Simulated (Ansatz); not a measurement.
I: gradients before and after relaxing the atoms

Start: a COD entry, taken as it stands.

```
CELL_PARAMETERS angstrom
3.62750 -2.39750 0.00000
3.62750 2.39750 0.00000
0.00000 0.00000 9.78000
ATOMIC_POSITIONS crystal
I 0.85000 0.15000 0.11700
I 0.65000 0.35000 0.61700
I 0.15000 0.85000 0.88300
I 0.35000 0.65000 0.38300
```

Sites (sets of like atoms) are named by element and the number of their first atom in this list.

Method: Kohn–Sham DFT in Ansatz, PBE, plane waves and PAW, scalar-relativistic, 420 eV cutoff, Γ-centred 8×8×4 k-points, Fermi–Dirac smearing 0.05 eV.

The largest force at the start is 0.64 eV/Å. Relaxing the ions at fixed cell moves them by 0.049 Å at most (atom 1, I) and 0.049 Å rms.

```json
{"site": "I", "atom": "1", "moved (Å)": "0.049", "first shell before": "1 I at 2.70 Å", "first shell after": "1 I at 2.80 Å", "V_zz before (10²¹ V/m²)": "121.0", "η before": "0.28"}
```

(1) What are V_zz and η after the relaxation?

## Answers

(1) 

| site | atom | V_zz after | η after | change of V_zz |
| --- | --- | --- | --- | --- |
| I | 1 | 116.9 | 0.36 | -4.05 |

The largest change of V_zz is on I, from 121.0 to 116.9.

Without spin–orbit coupling the gradients at and beside I can be off by some per cent, at some sites by more.
